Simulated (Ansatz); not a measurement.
## Structure optimisation: lanthanum, hcp

All numbers below come from DFT, revPBE, plane waves (420 eV) with PAW, scalar-relativistic in Ansatz 0.2.0. The PAW files were generated under PBE, with cores re-solved for the functional.

k-point mesh 10×10×5, Fermi-Dirac smearing 0.1 eV, no spin polarisation. Cell and atoms relax.

Starting structure:

```cif
data_structure
_symmetry_space_group_name_H-M 'P 1'
_symmetry_Int_Tables_number 1
_cell_length_a 3.7542
_cell_length_b 3.7542
_cell_length_c 6.1307
_cell_angle_alpha 90.000
_cell_angle_beta 90.000
_cell_angle_gamma 120.000
_cell_volume 74.83
loop_
_atom_site_label
_atom_site_type_symbol
_atom_site_fract_x
_atom_site_fract_y
_atom_site_fract_z
_atom_site_occupancy
La1 La 0.33333 0.66667 0.25000 1
La2 La 0.66667 0.33333 0.75000 1
```

Task: What cell does the relaxation end in?

Result: P6_3/mmc with a = 3.839 Å, c = 6.161 Å (c/a = 1.605); 39.31 Å³ per atom against 37.42 at the start (5.1 %).

Task: How much energy does the relaxation gain?

Result: 7.4 meV per atom.
